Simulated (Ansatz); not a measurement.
## A vibration from a frozen displacement in YHg

The calculation used DFT LDA, scalar-relativistic, plane waves, PAW (Ansatz 0.2.0). Settings: plane waves to 420 eV, k-mesh 14×14×14 (Γ-centred), Gaussian smearing 0.15 eV. Spin–orbit coupling is left out, which matters for the heavy elements here. No spin polarisation. Energies are free energies at this smearing, counted from the undisturbed cell; pressure is positive in compression.

Zero of the scan (as given, not relaxed at this level; it stands at -3.5 GPa, and it needn't be the usual structure):

```
CELL_PARAMETERS angstrom
3.68200 0.00000 0.00000
0.00000 3.68200 0.00000
0.00000 0.00000 3.68200
ATOMIC_POSITIONS crystal
Y 0.50000 0.50000 0.50000
Hg 0.00000 0.00000 0.00000
```

Every Y atom is moved by x along the Cartesian unit vector (0.000, 0.000, 1.000); the cell and all other atoms stay fixed. The cell's volume is 49.92 Å³; the moved atoms weigh 88.906 u together and the others 200.592 u.

| x (Å) | ΔE (meV/cell) | total force on the moved atoms along the move (eV/Å) | pressure (GPa) |
| --- | --- | --- | --- |
| -0.2000 | 37.09 | 0.3681 | -2.7700 |
| -0.1000 | 9.33 | 0.1862 | -3.2818 |
| 0.0000 | 0.00 | 0.0000 | -3.4573 |
| 0.0500 | 2.33 | -0.0933 | -3.4133 |
| 0.1500 | 20.93 | -0.2779 | -3.0657 |

Problem. What frequency belongs to this motion?

Solution. The force constant is k = −dF/dx = 1.865 eV/Å², from the parabola through x = -0.1000, 0 and 0.0500. In every cell the moved atoms swing against the rest, so the mass is μ = m₁m₂/(m₁ + m₂) = 61.603 u, and ν̃ = 521.5 cm⁻¹ × √(|k|/μ) = 91 cm⁻¹, at this cell's pressure of -3.5 GPa. To first order in x, and within 1 %, the force on every atom lies along the move and, within each of the two groups, in proportion to the atom's mass, so this is itself a mode at the zone centre of this cell.

Problem. How far does the harmonic law reach?

Solution. At x = -0.200 Å, kx²/2 = 37.29 meV against the computed 37.09 meV (-0.5 %): the well is still close to harmonic there.

In a metal these slopes depend on the k mesh and the smearing.